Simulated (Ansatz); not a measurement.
La (simple cubic, Pm-3m) at seven volumes, plane-wave PAW PBE (Ansatz code), scaled uniformly. One row is withheld.

```tsv
V (Å³/atom)	P (GPa)
33.550	2.53
34.656	1.60
35.762	0.74
36.868	0.00
37.974	-0.64
39.080	?
40.186	-1.72
```

Problem. Fit the shown pressures and predict the withheld one.

Solution. P = (3/2)B₀(x^(7/2) − x^(5/2))[1 + (3/4)(B′ − 4)(x − 1)] with x = (V₀/V)^(2/3). Least squares on the six rows gives V₀ = 36.880 Å³/atom, B₀ = 23.1 GPa, B′ = 3.22. At V = 39.080, x = 0.9621 and P = -1.22 GPa. The run itself gave -1.21 GPa.

The cell is a constructed one: a structure type filled with these elements; neither database checked (COD, Materials Project) lists it. It is not the phase usual at ambient conditions (space group No. 194). Symmetry was held in the PBE relaxation; phonons on a q-mesh show weakly imaginary modes. Scalar-relativistic: spin–orbit coupling is off unless named, which matters more the heavier the elements.

Potentials: the later of the program's two PAW sets.
